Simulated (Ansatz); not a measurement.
MnSi4: start and end of a relaxation

Recipe of this trial structure of MnSi4: random cell by space group and Wyckoff sites (Im-3m, No. 229). Its size is a rough estimate.

start.xyz

```xyz
5
Lattice="-2.6809 2.6809 2.6809 2.6809 -2.6809 2.6809 2.6809 2.6809 -2.6809" Properties=species:S:1:pos:R:3 pbc="T T T"
Mn    0.0000    0.0000    0.0000
Si    1.3405    1.3405    1.3405
Si    1.3405    1.3405   -1.3405
Si    1.3405   -1.3405    1.3405
Si   -1.3405    1.3405    1.3405
```

All numbers below come from DFT PBE, scalar-relativistic, plane waves, PAW (Ansatz). Cutoff 420 eV, Gaussian smearing, Γ-centred meshes. Cell and atoms relax first on a coarse mesh and then on a finer one. In between, the cell is made exact in the group found at 0.06 Å. In metals the finer mesh still leaves noise of several meV/atom or more. The steps can't lower the symmetry of their start. Collinear spin, starting moments Mn 4.0 μB.

end.xyz

```xyz
5
Lattice="-2.6494 2.6494 2.6494 2.6494 -2.6494 2.6494 2.6494 2.6494 -2.6494" Properties=species:S:1:pos:R:3 pbc="T T T"
Mn    0.0000    0.0000    0.0000
Si    1.3247    1.3247    1.3247
Si    1.3247    1.3247   -1.3247
Si    1.3247   -1.3247    1.3247
Si   -1.3247    1.3247    1.3247
```

The symmetry stays Im-3m (No. 229). The volume per atom shrinks by 3.5 %, from 15.4 to 14.9 Å³. The shortest distance goes from 2.32 Å (Mn–Si) to 2.29 Å (Mn–Si).

| Item | Value |
| --- | --- |
| Volume per atom | 14.88 Å³ |
| Density | 3.73 g/cm³ |
| Energy over the elements | +0.11 eV/atom |
| Gap on the 10×10×10 mesh of the 5-atom cell | 0 eV (a metal) |
| Net moment per atom | 0.26 μB |
| Moment by site | Mn 1.1 μB |

Formation energies are uncorrected and refer to the elements' standard structures at the same level. The separate elements lie lower, so it is unstable against them.

The last run used collinear spin and Gaussian smearing of 0.10 eV. The magnetic state reached may not be the lowest. A structure relaxed within its symmetry needn't be a true minimum. In all, the 3 runs took 2.2 min on 1 thread of AMD EPYC 7571, with other jobs on the host. Site moments count only spheres around the atoms; the net moment includes the space between them.
